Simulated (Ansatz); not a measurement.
Re2C in space group P-3m1 (No. 164; C on 1a, Re on 2d), r²SCAN in the plane-wave PAW code Ansatz, all energies at zero smearing, with the estimated change up to a 700 eV cutoff added, with one set of potentials and settings (totals compare only within such a set). Cell of 3 atoms (1 C, 2 Re): -22014.073 eV.

| element | reference phase | E (eV/atom) |
|---|---|---|
| C | P6_3/mmc, 4 atoms in the cell | -251.6688 |
| Re | P6_3/mmc, 4 atoms in the cell | -10881.8846 |

Formation energy per atom, worked out: (-22014.073 − 1×(-251.6688) − 2×(-10881.8846))/3 = 0.455 eV/atom (44 kJ per mol of atoms), at 0 K, without zero-point energy or fitted corrections.

A made-up cell: these elements were put on the sites of a structure type; neither database checked (COD, Materials Project) lists it. Whether it is the stable phase at ambient conditions was not checked. The r²SCAN relaxation kept the symmetry of its start; whether a distortion lowers the energy is not shown. No spin polarisation was allowed. The references are the lowest solids computed at this level, not always the standard phases. Scalar-relativistic: spin–orbit coupling is off unless named, which matters more the heavier the elements.

Potentials: the earlier of the program's two PAW sets.
